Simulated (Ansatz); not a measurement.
Profile along the Os–Os line in Os (hcp, Mg type)

Os (hcp, Mg type), conventional cell a = b = 2.7383 Å, c = 4.3159 Å, α = β = 90.00°, γ = 120.00°. The calculation uses the primitive cell of 2 atoms, to which meshes and values per cell refer.

Fields along a shortest Os–Os line of a (1 -1 0 0) plane (2.74 Å), from Os to Os, interpolated on the slice's grid (step about 0.2 Å). These are r2SCAN (plane waves to 500 eV, PAW, scalar-relativistic; Ansatz, an electronic-structure program) values and carry that method's errors. k mesh 19×19×11. Near the nuclei the fields are pseudised (PAW); where an atom keeps semicore shells as valence, they peak there. Os is run without spin polarisation. Os was relaxed with its symmetry unable to fall. Spin-orbit coupling is left out, though Os is heavy.

```tsv
distance from Os (Å)	valence electron density (e/Å³)	electron localisation function
0.00	7.67	x
0.14	7.82	x
0.27	7.82	x
0.41	6.99	x
0.55	5.23	0.69
0.69	3.22	0.62
0.82	1.68	0.46
0.96	0.91	0.32
1.10	0.60	0.29
1.23	0.48	0.35
1.37	0.44	0.37
1.51	0.48	0.35
1.64	0.60	0.29
1.78	0.91	0.32
1.92	1.68	0.46
2.06	3.22	0.62
2.19	5.23	0.69
2.33	6.99	x
2.47	7.82	x
2.60	7.82	x
2.74	7.67	x
```

x: too close to a nucleus for the ELF to mean much.

Density on the Os–Os line (2.74 Å) at its midpoint: 0.44 e/Å³. ELF at that point: 0.4.
